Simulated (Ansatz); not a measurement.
All numbers below come from DFT PBE, scalar-relativistic, plane waves, PAW in Ansatz 0.2.0. Settings: cutoff 420 eV, Γ-centred meshes spaced at most about 0.3 Å⁻¹, and about 0.25 Å⁻¹ or finer for metals (2π included), Gaussian smearing. No spin polarisation in the final relaxations.

Temperature and zero-point effects are left out.

Compare these two cells of LaTe4, each relaxed at this level.

A.

```xyz
5
Lattice="0.0000 4.5577 4.5577 4.5577 0.0000 4.5577 4.5577 4.5577 0.0000" Properties=species:S:1:pos:R:3 pbc="T T T"
La    4.5577    4.5577    4.5577
Te    1.1402    3.4175    3.4175
Te    3.4175    1.1402    3.4175
Te    3.4175    3.4175    1.1402
Te    1.1402    1.1402    1.1402
```

B.

```xyz
5
Lattice="5.8025 0.0000 0.0000 0.0000 5.8025 0.0000 0.0000 0.0000 5.8025" Properties=species:S:1:pos:R:3 pbc="T T T"
La    0.0000    0.0000    0.0000
Te    1.7706    1.7706    1.7706
Te    4.0318    4.0318    1.7706
Te    1.7706    4.0318    4.0318
Te    4.0318    1.7706    4.0318
```

Question: Which form is favoured at zero pressure, and by what margin per atom?

Answer: A is lower, by 259 meV/atom. A has space group F-43m (No. 216), 37.9 Å³/atom and no gap on its mesh; B has space group P-43m (No. 215), 39.1 Å³/atom and no gap. Counting Te atoms around La (those within 1.25 times the shortest such distance or 1.15 times the sum of covalent radii), A has La 12 and B has La 4. The denser one is the lower, and pressure would at first widen the difference. In A, around La lie 12 Te at 3.78 Å; Te has 6 Te at 3.22–3.23 Å and 3 La at 3.78 Å. In B, La has 4 Te at 3.07 Å; Te has 1 La at 3.07 Å and 3 Te at 3.20 Å. Both come from invented guesses. A third cell relaxed alike, in P4mm, lies 0.32 eV/atom below the lower of the two.

Spin–orbit coupling, which can matter for Te, is left out. In F-43m, P-43m an odd number of electrons in the primitive cell allows no gap without spin; a larger cell or a magnetic state could open one. A magnetic state wasn't ruled out in cells without spin, among them F-43m, P-43m. Cells relaxed within their symmetry can be saddle points.
